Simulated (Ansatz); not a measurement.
The relaxed structure here is a generated cell of Ru: the first start was made by placing the elements on the sites of a structure type, and the end was not matched to a known phase here, so it may be hypothetical. Known forms of Ru include space group No. 194.

A relaxed cell of Ru (I4₁/amd (No. 141)), relaxed on a k-mesh at least as fine as the one used below. Calculation: r2SCAN (plane waves to 500 eV, PAW, scalar-relativistic; Ansatz, a first-principles code). Γ-centred k-mesh 13×13×13 on the run's cell (coarser than for final values), Fermi–Dirac smearing 0.05 eV.

```
CELL_PARAMETERS angstrom
     -4.67594     4.67594     2.78635
      0.00000     0.00000     2.78635
      2.33797     2.33797    -1.39318
ATOMIC_POSITIONS crystal
  Ru 0.25000 0.25000 0.50000
  Ru 0.75000 0.25000 0.50000
  Ru 0.00000 0.00000 0.00000
  Ru 0.50000 0.00000 0.00000
```

The atoms are displaced along an unstable phonon of this cell by (Å):

```
atom      ux      uy      uz
----  ------  ------  ------
Ru1    0.000   0.000   0.150
Ru2    0.000   0.000  -0.150
Ru3    0.043   0.043   0.000
Ru4   -0.043  -0.043   0.000
```

What forces (eV/Å) and pressure result?


```
atom     Fx     Fy     Fz
----  -----  -----  -----
Ru1    0.00   0.00   0.57
Ru2    0.00   0.00  -0.57
Ru3    0.16   0.16   0.00
Ru4   -0.16  -0.16   0.00
```

Pressure -1.4 GPa.

The undisplaced cell is probably no minimum: from this displacement the run went on to Fddd (No. 70), 0.61 eV/atom below it.

No spin polarisation in the result.
